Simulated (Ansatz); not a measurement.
Notes on Pt

```
Pt
1.0
     2.74383    0.00000    0.00000
    -1.37192    2.37623    0.00000
     0.00000    0.00000    5.09354
Pt
2
Cartesian
  0.0000 1.5842 1.2734
  1.3719 0.7921 3.8202
```

Method: LDA, no spin polarisation; PAW, plane waves to 420 eV, 14×14×7 Γ-centred mesh, fermi-dirac occupations (width 0.1 eV) (Ansatz 0.2.0), atoms fixed.

Q: What do density and ELF say about some of the short contacts?

A: Pt–Pt at 2.74 Å: least valence density 0.40 e/Å³ and ELF 0.31 there. These are pseudo-fields; inside the PAW spheres they differ from the all-electron ones.

Q: Is there a gap?

A: It is a metal, with about 3.6 states/eV a cell as the mean within 0.25 eV of the Fermi level, mostly Pt d (95 %).

Q: What does the stress say?

A: The pressure is -21.8 GPa (compression positive), so with the atoms held at these fractions the cell would first shrink. The principal stresses -27.5, -19.0, -19.0 GPa differ, so its shape would change too.

Origin: a known structure type with other elements, at an estimated volume, so it need not be a known compound. Caveats: many states at the Fermi level without spin polarisation, so a magnetic state may lie lower; atoms or cell far from equilibrium.
